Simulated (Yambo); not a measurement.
A G0W0@PBEsol run in Yambo for NaHF₂ (space group R-3m, No. 166) (4×4×4 Γ-centred k mesh, bands 2 to 87 and a 8 Ry block in the screening, 87 bands in G with the Bruneval-Gonze terminator, plasmon pole fitted at 27.2 eV) gives these matrix elements, in eV, at the band edges (Z → Γ):

| state | E0 | <Vxc> | <Σx> | <Σc(E0)> | Z |
|---|---|---|---|---|---|
| valence edge | 0.000 | -22.449 | -30.589 | 4.265 | 0.837 |
| conduction edge | 6.915 | -8.281 | -4.387 | -2.363 | 0.916 |

Q: Solve the linearised quasiparticle equation for both states, give the gap, and say how exchange and correlation each act on it.

A: E = E0 + Z(Σx + Σc − Vxc). Valence: 0.000 + 0.837 × (-30.589 + (4.265) − (-22.449)) = -3.24 eV. Conduction: 6.915 + 0.916 × (-4.387 + (-2.363) − (-8.281)) = 8.32 eV. The gap is 11.56 eV, against 6.91 eV in PBEsol. Replacing Vxc by bare exchange alone would open it by 12.03 eV; correlation takes back 6.63 eV of that, and Z scales what is left. Nearest settings tried, and what they do to the gap: 56 bands in G: +3 meV; 42 bands in W: +127 meV; 7 Ry block (103 vectors against 115): +8 meV. Not varied: mesh. So the settings aren't converged at that level. 

Geometry relaxed with PBE+D3(BJ); primitive cell a = 5.018 Å, b = 5.018 Å, c = 5.018 Å, α = 40.50°, β = 40.50°, γ = 40.50°.
